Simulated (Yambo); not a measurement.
NaOH (space group Pbcm, No. 57), G0W0@PBEsol in Yambo with this input:

```
rim_cut
gw0
dyson
el_el_corr
HF_and_locXC
ppa
em1d
RandQpts= 1000000
RandGvec= 1 Ry
EXXRLvcs= 88 Ry
VXCRLvcs= 352 Ry
Chimod= "HARTREE"
% BndsRnXp
 5 | 267 |
%
NGsBlkXp= 10 Ry
% LongDrXp
 1.0 | 1.0 | 1.0 |
%
PPAPntXp= 27.2114 eV
% GbndRnge
 1 | 267 |
%
GTermKind= "BG"
DysSolver= "n"
ExtendOut
```

On a 4×2×2 mesh, with wavefunctions cut at 88 Ry, the gap (Γ → Γ) is 6.422 eV and the valence edge shifts by -1.719 eV.

Q: What happens with this change: 1 Ry block?

A: The gap rises by 1.272 eV, to 7.694 eV; the shift of the valence edge becomes -2.664 eV. Neither run is shown to be the converged limit.

Geometry of the Materials Project entry, not relaxed at this level; primitive cell a = 3.126 Å, b = 5.867 Å, c = 6.104 Å, α = 90.00°, β = 90.00°, γ = 90.00°.

The structure is a Materials Project entry; no match was found in the copy of COD used, and its stability was not checked.

A shift is the quasiparticle energy of the state minus its PBEsol energy.
